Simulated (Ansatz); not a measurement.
A relaxed cell of Li₄F is given with its symmetry left out. The cell was found from a structure generator's guess, not taken from experiment.

Level of theory: DFT PBE, scalar-relativistic, plane waves, PAW (Ansatz 0.2.0). Cutoff 420 eV, Γ-centred mesh, Gaussian smearing, no spin polarisation.

```yaml
crystal:
  lattice:
    - [4.26889, 0.00000, 0.00000]
    - [0.00000, 4.26889, 0.00000]
    - [0.00000, 0.00000, 4.26889]
  atoms:
    - { symbol: Li, position: [0.50000, 0.50000, 0.50000] }
    - { symbol: Li, position: [0.50000, 0.00000, 0.00000] }
    - { symbol: Li, position: [0.00000, 0.50000, 0.00000] }
    - { symbol: Li, position: [0.00000, 0.00000, 0.50000] }
    - { symbol: F, position: [0.00000, 0.00000, 0.00000] }
```

Energies over the elements count from the elements' standard structures at the same level (F₂ as a molecule), with no fitted energy shifts.

Q: Find its symmetry and describe it.

A: Pm-3m (No. 221). Conventional cell: a = 4.269 Å. Around Li on a site of symmetry m-3m lie 12 Li at 3.02 Å; Li on a site of symmetry 4/mmm has 2 F at 2.13 Å and 12 Li at 3.02 Å; F is surrounded by 6 Li at 2.13 Å.

Q: How far does it lie from the elements in energy?

A: −0.98 eV/atom.

Q: Is it a metal?

A: Yes, bands cross the Fermi level on the 10×10×10 mesh.

The last run used a 10×10×10 mesh for its 5-atom cell and Gaussian smearing of 0.10 eV. A structure relaxed within its symmetry needn't be a true minimum. Another cell of Li4F relaxed alike, in I4/mmm, lies 80 meV/atom lower, so this cell isn't the stable form at this level.
